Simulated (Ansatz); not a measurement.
Relaxed-ion elastic tensor of Ag (fcc (Cu type), Fm-3m) in GPa (Voigt order), DFT-r²SCAN in the program Ansatz with PAW potentials; density 10.36 g/cm³, 17.29 Å³ per atom.

```
 122  93.1  93.1   0.0   0.0   0.0
93.1   122  93.1   0.0   0.0   0.0
93.1  93.1   122   0.0   0.0   0.0
 0.0   0.0   0.0  42.2   0.0   0.0
 0.0   0.0   0.0   0.0  42.2   0.0
 0.0   0.0   0.0   0.0   0.0  42.2
```

Task: Is the crystal mechanically stable?

Result: Yes: the smallest eigenvalue of C is 29.4 GPa.

Task: Work out the Voigt, Reuss and Hill averages.

Result: K_V = 103, K_R = 103, K_H = 103; G_V = 31.2, G_R = 24.1, G_H = 27.6 GPa.

Task: Give Young's modulus, Poisson's ratio, Pugh's ratio and the universal anisotropy index.

Result: E = 9KG/(3K + G) = 76.1 GPa; ν = 0.38; K/G = 3.72 (ductile by the Pugh limit of 1.75); A_U = 5G_V/G_R + K_V/K_R − 6 = 1.46.

Task: Estimate the sound speeds and the Debye temperature.

Result: v_l = √((K + 4G/3)/ρ) = 3670 m/s, v_t = √(G/ρ) = 1630 m/s, mean 1840 m/s; Θ = (h/k)(3n/4πV)^(1/3) v_m = 212 K.

Task: Give the Zener ratio and Young's modulus along [100], [110] and [111].

Result: A = 2C44/(C11 − C12) = 2.87; 1/E = S11 − 2(S11 − S12 − S44/2)Γ with Γ = 0, 1/4, 1/3 gives 42.0, 78.8, 111 GPa.

Symmetry was held in the r²SCAN relaxation. The run is not spin-polarised. As this level gives no gap, shear constants depend on the k-mesh and smearing (Fermi–Dirac, 0.1 eV here).

Potentials: the earlier of the program's two PAW sets.
